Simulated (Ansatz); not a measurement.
**PIr$_{2}$, first-principles data**

PIr₂:
```xyz
3
Lattice="0.0000 2.7740 2.7740 2.7740 0.0000 2.7740 2.7740 2.7740 0.0000" Properties=species:S:1:pos:R:3 pbc="T T T"
Ir     1.3870     1.3870     1.3870
Ir     4.1609     4.1609     4.1609
P      0.0000     0.0000     0.0000
```

Space group Fm-3m (No. 225), fluorite or antifluorite type; conventional cell a = b = c = 5.548 Å, α = β = γ = 90.00°.

Method: plane-wave PAW r²SCAN (Ansatz code). Structure relaxed to zero pressure with the same functional. Other levels are named where they apply.

Cell and energy:

- Volume per atom = 14.23 Å³
- Density = 16.16 g/cm³
- Formation energy from the elements (no fitted shifts) = -46 kJ/mol-atom

Electronic structure:

Electronic character: metallic (no gap)
Density of states at the Fermi level: 0.25 states/eV per atom (mean over ±0.08 eV)
Gap with spin–orbit coupling: none (metallic)

Mechanics:

- Bulk modulus (Birch–Murnaghan fit) = 300 GPa
- Pressure derivative B′ = 4.9

Charges:

Bader charges: Ir -0.17, P +0.34 e

The workflow started from an entry of the Crystallography Open Database (COD). Its standing as an ambient phase is unchecked. Symmetry was held in the r²SCAN relaxation; whether a distortion lowers the energy is not shown. No spin polarisation was allowed. The references are the lowest solids computed at this level, not always the standard phases. Spin–orbit coupling is left out wherever it is not named.

Potentials: the later of the program's two PAW sets.
